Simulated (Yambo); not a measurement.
Yambo run on CaC₂ (space group C2/m, No. 12). The wavefunctions are norm-conserving LDA (Quantum ESPRESSO, 82 Ry, no spin-orbit coupling) ones on a 4×4×2 mesh (18 occupied bands); a = 4.059 Å, b = 4.059 Å, c = 7.416 Å, α = 104.91°, β = 104.91°, γ = 56.31°.

Yambo input:

```
rim_cut
gw0
dyson
el_el_corr
HF_and_locXC
cohsex
em1s
RandQpts= 1000000
RandGvec= 1 Ry
EXXRLvcs= 82 Ry
VXCRLvcs= 328 Ry
Chimod= "HARTREE"
% BndsRnXs
 1 | 179 |
%
NGsBlkXs= 8 Ry
% LongDrXs
 1.0 | 1.0 | 1.0 |
%
ExtendOut
% QPkrange
 6 | 6 | 18 | 19 |
 14 | 14 | 18 | 18 |
%
```

k points by index: 6 = (0, -0.5, -0.5), 14 = (-0.5, -0.5, -0.5).

Resulting energies as the program prints them:

```
#    K-point    Band    Eo [eV]    E [eV]    E-Eo [eV]    Vxc [eV]    Vnlxc [eV]    Sc|Eo [eV]    Re(Z)    Im(Z)
#
    6    18    -0.439305    -3.817140    -3.377834    -14.11716    -18.34255    0.847558    1.000000    0.000000
    6    19    2.180467    1.968066    -0.212401    -10.87004    -6.170566    -4.911878    1.000000    0.000000
    14    18    0.000000    -3.338001    -3.338001    -14.47826    -18.48349    0.667225    1.000000    0.000000
```
(The two width columns are left out.) Convergence of these settings isn't established.

Geometry of the Materials Project entry, not relaxed at this level.

The structure is a Materials Project entry; no match was found in the copy of COD used, and its stability was not checked.
